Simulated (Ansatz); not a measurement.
The start is a relaxed ZrO2 cell shaken by Gaussian noise of σ = 0.08 Å a coordinate. Cell shape, volume and atoms are optimised at zero target pressure with PBEsol (plane waves to 420 eV, PAW, scalar-relativistic; Ansatz, an electronic-structure program). First-step values are on the input's coarse k-mesh.

Ansatz input (later rounds restart from its end on a renewed k-mesh):
Ansatz 0.2 input:
```yaml
crystal:
  lattice:
    - [5.2568903938, 0, 0]
    - [0, 5.0501513646, 0]
    - [0, 0, 5.070504452]
  atoms:
    - { symbol: Zr, position: [0.0284309394, 0.2552351709, 0.2479657613] }
    - { symbol: Zr, position: [0.9680653907, 0.7540293706, 0.7487870461] }
    - { symbol: Zr, position: [0.525441908, 0.7196012486, 0.2615544559] }
    - { symbol: Zr, position: [0.46585692, 0.2672572816, 0.7444891123] }
    - { symbol: O, position: [0.3536952582, 0.0524444234, 0.1202517347] }
    - { symbol: O, position: [0.6162473932, 0.9289837142, 0.6173156375] }
    - { symbol: O, position: [0.8685402005, 0.9203732039, 0.1370018704] }
    - { symbol: O, position: [0.1240205201, 0.0911609546, 0.6217834244] }
    - { symbol: O, position: [0.1966475166, 0.5291936041, -0.0017111794] }
    - { symbol: O, position: [0.7617415424, 0.4580054679, 0.5122651084] }
    - { symbol: O, position: [0.7162215452, 0.4765788926, 0.0022126294] }
    - { symbol: O, position: [0.260233639, 0.4976899026, 0.523391523] }
basis: { ecutwfc: 420, ecutrho_ratio: 4, xc_grid: 2, fft_grid_basis: typed }
kpoints: { mp_grid: { grid: [4, 4, 4] } }
hamiltonian:
  xc: pbesol
  dispersion: none
  pseudopotentials: { azcp: { folder: ./paw }, kind: paw }
scf: { occupations: { method: fermi_dirac, width: 0.05 } }
relax: { f_tol: 0.01, max_steps: 100, cell: { stress_tol: 0.02 } }
output: { forces: true, stress: true }
```

### Question
Which atoms feel the largest initial force, and how large is it?

### Answer
4.43 eV/Å, on O12 (atoms numbered as listed).

### Question
By how much does the energy per atom fall from start to end?

### Answer
82 meV/atom.

The end point of the relaxation:

```cif
data_O8Zr4
_chemical_formula_sum 'Zr4 O8'
_space_group_name_H-M_alt 'Pca21'
_space_group_IT_number 29
_space_group_name_Hall 'P 2c -2ac'
_cell_length_a 5.25664
_cell_length_b 5.05016
_cell_length_c 5.07011
_cell_angle_alpha 90.000
_cell_angle_beta 90.000
_cell_angle_gamma 90.000
loop_
_atom_site_label
_atom_site_type_symbol
_atom_site_symmetry_multiplicity
_atom_site_Wyckoff_symbol
_atom_site_fract_x
_atom_site_fract_y
_atom_site_fract_z
_atom_site_occupancy
Zr1 Zr 4 a 0.03130 0.23281 0.25650 1
O1 O 4 a 0.36725 0.42991 0.11808 1
O2 O 4 a 0.73195 0.03817 0.00924 1
```

Final values are on a 5×5×5 k-mesh of the relaxed cell. No spin polarisation in the result.

The first start was generated by placing the elements on the sites of a structure type. A measured structure of ZrO2 has the same space group, Pca2₁ (No. 29); the sites were not compared with it. Another known form has space group No. 14.
